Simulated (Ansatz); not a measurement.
ZrV$_{2}$: pressure against volume

ZrV$_{2}$, Fd-3m, a = 7.256 Å. The structure is a COD entry; whether it is the stable form wasn't checked. Ansatz: PBEsol, PAW, 420 eV, Γ-centred 8×8×8 mesh on 6 atoms, Gaussian smearing 0.10 eV; no spin polarisation. Symmetry fixes shape and atoms, so the cell is only scaled; pressure is positive in compression.

| V (Å³/atom) | P (GPa) |
| --- | --- |
| 14.008 | ? |
| 14.485 | 16.93 |
| 14.963 | 10.47 |
| 15.440 | 4.89 |
| 15.918 | 0.03 |
| 16.395 | -4.19 |
| 16.873 | -7.85 |
| 17.510 | -11.98 |

Question: Take V0 = 15.918 Å³/atom, count pressures from its P0 = 0.03 GPa, fit the third-order Birch–Murnaghan form to the other rows, and predict the missing pressure.

Answer: With the Eulerian strain f = ½[(V0/V)^(2/3) − 1] and y = (P − P0)/[3f(1 + 2f)^(5/2)], the form is the line y = B0 + 1.5 B0 (B0′ − 4) f. Rows (f, y): 0.03246, 148.3; 0.02105, 149.1; 0.01027, 149.9; -0.00975, 151.6; -0.01905, 151.9; -0.03079, 152.4. Means f = 0.0006983, y = 150.53; Σ(Δf)² = 0.003005, ΣΔfΔy = -0.2031; the slope is their ratio. y = 150.6 − 67.57 f GPa, so B0 = 150.6 GPa and B0′ = 4 + 2 × (-67.57)/(3 × 150.6) = 3.70. At V = 14.008, f = 0.04448, y = 147.59 and P = 24.40 GPa. The run gave 24.46 GPa, so the fit is 0.06 GPa too low, a small miss on the scale of the series.

Cost: 8 runs of about 1.7 core-minutes in all, on Arm Neoverse V1 (shared hosts).